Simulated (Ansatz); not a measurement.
CsGeI₃:
```
CELL_PARAMETERS angstrom
      4.21766     2.43507     3.58885
     -4.21766     2.43507     3.58885
      0.00000    -4.87014     3.58885
ATOMIC_POSITIONS crystal
  Cs 0.59468 0.59468 0.59468
  Ge 0.12799 0.12799 0.12799
  I  0.09133 0.09133 0.58266
  I  0.09133 0.58266 0.09133
  I  0.58266 0.09133 0.09133
```

Relaxed with r²SCAN.

### Question
Map the valence electron density (e/Å³), cut off at 0.7 on the plane through (0.595, 0.595, 0.595) spanned by u = [1, 0, 0] and v = [0, 1, 1] in lattice vectors, from r²SCAN in the plane-wave PAW code Ansatz.

### Answer
x is the fraction of u, y of v (the angle between them is 88°; rows are the nearest grid lines); atoms in the plane: Cs at (0.00, 0.00), Ge at (0.53, 0.53), I at (0.99, 0.50).
```
|0199995210000000000000125999910|
|9999984100000000000000013799999|
|9999953100000000000000012589999|
|8765321000000000000000000124678|
|1111000000000000000000000000111|
|0000000000000000000000000000000|
|0000000000000000000000000000000|
|1000000000001111111000000000011|
|3322110000012234433211111122333|
|9996421111124999999743223469999|
|9999642111247999999964335799999|
|9999963211259999999996557999999|
|9999974211236999999964457999999|
|9999842111112345654322224699999|
|9998532100011223332211112469999|
|4432210000000001100000001123344|
|1110000000000000000000000000111|
|0000000000000000000000000000000|
|0000000000000000000000000000000|
|1110000000000000000000000001111|
|8764210000000000000000001235678|
|9999852100000000000000013599999|
|9999973100000000000000014899999|
|0199995210000000000000125999910|
```
Scale: ten equal steps from 0.000 (start of '0') to 0.700 (end of '9'), in the order '0123456789'; x runs from 0.000 to 1.00, y from 0.000 (bottom) to 1.00 (top).

The density is the valence pseudo-density with augmentation charge, so density and ELF within about 1 Å of a nucleus are not all-electron values.

Space group R3m. The workflow started from a Materials Project entry (that database holds measured and hypothetical structures alike); the Crystallography Open Database files this formula in space group No. 160, but the cells were not matched. Whether it is the stable phase at ambient conditions was not checked. Symmetry was held in the r²SCAN relaxation; of distortions, only those at the zone centre were tested. Spin–orbit coupling is left out wherever it is not named.

Potentials: the later of the program's two PAW sets.
